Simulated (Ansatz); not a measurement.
An inverse problem

Cell vectors (Å):

```
0.0000 2.6921 2.6921
2.6921 0.0000 2.6921
2.6921 2.6921 0.0000
```

```tsv
atom	a	b	c
X	0.0000	0.0000	0.0000
F	0.2500	0.2500	0.2500
F	0.7500	0.7500	0.7500
```

The calculation used PBEsol, PAW on Ansatz 0.2.0's default frozen-core files (fitted under PBE), scalar-relativistic. k mesh 8×8×8, strains of ±0.005, fixed occupations.

Elastic constants of a crystal by Kohn-Sham DFT: slopes of the stress over finite engineering strains of the given cell, Voigt indices, Cartesian axes as in the cell vectors.

```csv
index,elastic (GPa)
11,182.3
12,71.1
44,20.3
```

Question: All X atoms are one element. Which one was computed?

Answer: Cd; the crystal is CdF₂ (Fm-3m).

Caveats: frozen-core PAW files fitted under PBE, their cores solved anew for the functional of the run.
